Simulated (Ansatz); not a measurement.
## Random displacements in CoW3

Computed with DFT PBE, scalar-relativistic, plane waves, PAW in Ansatz. Cutoff 420 eV, Γ-centred 12×12×12 k-points, Gaussian smearing of 0.15 eV. Spin–orbit coupling is left out, which matters for the heavy elements here. No spin polarisation. A magnetic state may lie lower. Energies are free energies at this smearing, counted from the undisturbed cell; pressure is positive in compression.

The undisturbed cell (relaxed at this level; it needn't be the usual structure):

```
Co W
1.0
     3.89921    0.00000    0.00000
     0.00000    3.89921    0.00000
     0.00000    0.00000    3.89921
Co W
1 3
Cartesian
  0.0000 0.0000 0.0000
  0.0000 1.9496 1.9496
  1.9496 0.0000 1.9496
  1.9496 1.9496 0.0000
```

The atoms are displaced (Å, in the unstrained cell):

| atom | ux | uy | uz |
| --- | --- | --- | --- |
| Co1 | 0.061 | 0.001 | 0.017 |
| W2 | -0.073 | 0.004 | -0.018 |
| W3 | -0.036 | -0.050 | 0.085 |
| W4 | 0.048 | 0.045 | -0.085 |

Strain (Voigt, engineering shear): (-0.0474, -0.0158, -0.0136, 0.0128, -0.1018, 0.0297).

(1) What are the energy change, the stress and the forces?

Answers

(1) ΔE = 259.9 meV/atom; stress (xx, yy, zz, yz, xz, xy; compression positive) (32.66, 31.73, 33.64, -2.15, 15.85, -4.35) GPa.
```tsv
atom	Fx (eV/Å)	Fy	Fz
Co1	-0.20	0.28	0.18
W2	1.25	-0.68	-0.32
W3	0.16	1.70	-2.05
W4	-1.21	-1.30	2.19
```

Cost: 1 run of about 4 core-minutes, on Intel Xeon Processor @ 2.50GHz (Skylake/Cascade Lake) (shared hosts).